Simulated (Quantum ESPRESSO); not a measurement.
# Band energies of GaAlN2

```
GaAlN2
1.0
    3.11130     0.00000     0.00000
    0.00000     3.11130     0.00000
    0.00000     0.00000     4.37870
N Al Ga
2 1 1
Cartesian
  1.55565   0.00000   3.23873
  0.00000   1.55565   1.13997
  1.55565   1.55565   2.18935
  0.00000   0.00000   0.00000
```

LDA (pw.x of Quantum ESPRESSO, ONCV potentials, without SOC); path ΓXMΓZRAZ,XR,MA; energies in eV from the valence-band maximum.

```
k (1/Å)  point  band 9  band 10  band 11  band 12  band 13  band 14  band 15  band 16
-------  -----  ------  -------  -------  -------  -------  -------  -------  -------
0.00         Γ   -2.41    -2.41    -0.23     0.00     0.00     3.11     3.53     7.63
0.34             -3.50    -2.19    -1.38    -0.51    -0.06     4.12     4.53     8.41
0.79             -4.14    -3.67    -2.04    -1.37    -0.45     6.19     6.79     8.46
1.01         X   -4.52    -3.04    -2.96    -1.01    -0.73     7.21     7.30     8.06
1.12             -4.51    -3.03    -2.94    -1.10    -0.85     7.06     7.25     8.09
1.57             -4.58    -2.66    -2.63    -2.30    -2.23     4.73     4.92     7.49
1.91             -5.02    -2.40    -2.37    -2.36    -2.34     3.39     3.41     6.48
2.02         M   -5.07    -2.37    -2.34    -2.34    -2.33     3.29     3.29     6.40
2.33             -4.69    -2.79    -2.79    -2.14    -2.12     3.84     4.25     6.92
2.63             -3.80    -3.36    -3.31    -1.58    -1.53     5.06     5.92     7.88
3.04             -3.14    -3.04    -1.50    -0.63    -0.51     4.63     4.94     8.65
3.45         Γ   -2.41    -2.41    -0.23     0.00     0.00     3.11     3.53     7.63
3.81             -2.14    -2.14    -1.30    -0.40    -0.40     4.01     4.56     7.95
4.16         Z   -2.55    -1.62    -1.62    -1.03    -1.03     5.35     5.48     8.07
4.27             -2.69    -1.60    -1.58    -1.05    -1.02     5.44     5.53     8.09
4.57             -4.14    -1.41    -1.32    -1.08    -0.89     5.92     6.31     8.28
4.97             -6.08    -1.05    -0.97    -0.70    -0.64     5.54     6.77     8.94
5.17         R   -6.38    -0.98    -0.90    -0.62    -0.60     5.37     6.73     9.24
5.28             -6.34    -1.10    -0.90    -0.78    -0.61     5.50     6.82     8.95
5.68             -5.64    -2.89    -2.64    -1.54    -1.47     6.89     7.14     7.39
5.98             -4.73    -4.14    -3.59    -2.76    -2.60     6.28     6.34     8.73
6.18         A   -4.45    -4.13    -3.36    -3.35    -3.35     6.20     6.20     9.05
6.37             -4.69    -4.15    -3.74    -2.79    -2.60     6.29     6.30     8.79
6.76             -4.94    -3.41    -3.40    -1.27    -0.98     7.09     7.19     7.58
7.04             -4.30    -2.68    -2.46    -0.88    -0.54     6.70     7.50     8.11
7.42             -2.94    -1.75    -1.45    -1.15    -0.91     5.65     5.68     8.14
7.61         Z   -2.55    -1.62    -1.62    -1.03    -1.03     5.35     5.48     8.07
7.61         X   -4.52    -3.04    -2.96    -1.01    -0.73     7.21     7.30     8.06
8.02             -5.85    -1.54    -1.43    -0.99    -0.65     6.07     7.15     8.45
8.33         R   -6.38    -0.98    -0.90    -0.62    -0.60     5.37     6.73     9.24
8.33         M   -5.07    -2.37    -2.34    -2.34    -2.33     3.29     3.29     6.40
8.64             -4.89    -2.98    -2.79    -2.79    -2.67     4.28     4.28     7.31
9.05         A   -4.45    -4.13    -3.36    -3.35    -3.35     6.20     6.20     9.05
```

The LDA gap is direct, 3.11 eV at Γ.

Spin-orbit splittings are left out.

Geometry relaxed with LDA.

The structure is a Materials Project entry; no match was found in the copy of COD used, and its stability was not checked.
